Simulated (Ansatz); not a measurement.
TiS₂:
```
TiS2
1.0
    5.33972     0.00000     0.00000
    0.00000     6.07864     0.00000
    0.00000     0.00000     3.33956
Ti S
2 4
Cartesian
  2.66986   3.03932   1.66978
  0.00000   0.00000   0.00000
  3.96197   0.94796   1.66978
  1.37774   5.13068   1.66978
  1.29212   2.09136   0.00000
  4.04760   3.98728   0.00000
```

Relaxed with PBEsol. Special points in fractions of this cell's reciprocal vectors: Γ (0.000, 0.000, 0.000); X (0.500, 0.000, 0.000); S (0.500, 0.500, 0.000); Y (0.000, 0.500, 0.000); Z (0.000, 0.000, 0.500); U (0.500, 0.000, 0.500); R (0.500, 0.500, 0.500); T (0.000, 0.500, 0.500).

Q: List the band energies nearest the Fermi level at these points for plane-wave PAW PBEsol (Ansatz code).

A: In eV from the Fermi level; about four levels below and three above (degenerate sets whole), none deeper than 8.9 eV; points with the same levels are listed once.

```json
[
 {"k": "Γ", "below": "-2.53 -1.42 -1.38 -0.24", "above": "0.12 0.20 0.33"},
 {"k": "X", "below": "-0.81 -0.81 -0.57 -0.57", "above": "0.41 0.41 1.49 1.49"},
 {"k": "S", "below": "-0.47 -0.47 -0.07 -0.07", "above": "0.92 0.92 2.45 2.45"},
 {"k": "Y", "below": "-0.98 -0.98 -0.68 -0.68", "above": "0.59 0.59 1.51 1.51"},
 {"k": "Z", "below": "-2.68 -2.68 -1.57 -1.57", "above": "1.06 1.06 1.90 1.90"},
 {"k": "U", "below": "-2.66 -2.66 -0.15 -0.15", "above": "0.41 0.41 1.34 1.34"},
 {"k": "R", "below": "-1.29 -1.29 -0.98 -0.98", "above": "1.11 1.11 1.16 1.16"},
 {"k": "T", "below": "-1.79 -1.79 -1.75 -1.75", "above": "0.05 0.05 1.82 1.82"}
]
```

Space group Pnnm. The first step of the workflow began from a Materials Project structure, measured or hypothetical; the Crystallography Open Database copy checked does not list it. It is not the phase usual at ambient conditions (space group No. 164). Symmetry was held in the PBEsol relaxation; whether a distortion lowers the energy is not shown. No spin polarisation was allowed. A small band overlap can be real or an error of a semilocal functional.

Potentials: the later of the program's two PAW sets.
